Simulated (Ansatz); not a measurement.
Rb₃LuP₂O₈: checking a database structure before trusting its electric field gradients

The cell is a computed structure from the Materials Project (it need not be an observed phase).

Space group P-3m1 (No. 164); a = 5.6142, c = 8.0569 Å, γ = 120.00°.

```csv
site,Wyckoff,site symmetry,x,y,z
Rb1,1b,-3m.,0.0000,0.0000,0.5000
Rb2,2d,3m.,0.3333,0.6667,0.2555
Lu,1a,-3m.,0.0000,0.0000,0.0000
P,2d,3m.,0.3333,0.6667,0.7799
O7,6i,.m.,0.6327,0.8164,0.8454
O13,2d,3m.,0.3333,0.6667,0.5921
```

One atom of each set is listed.

All values are calculated (Ansatz; DFT, PBE, plane waves and PAW, scalar-relativistic, 420 eV cutoff, Γ-centred 5×5×3 k-points, Fermi–Dirac smearing 0.02 eV), not measured.

**Question.** Do the atoms and the cell lie near the calculated equilibrium?

**Answer.** Not quite. The largest force is 0.82 eV/Å, on atom 13 (O: 1 P at 1.51 Å; also 4 Rb at 2.71–3.33 Å), and the pressure is 5.5 GPa. Relaxing the atoms is still advisable, since electric field gradients respond to shifts of a few hundredths of an ångström.
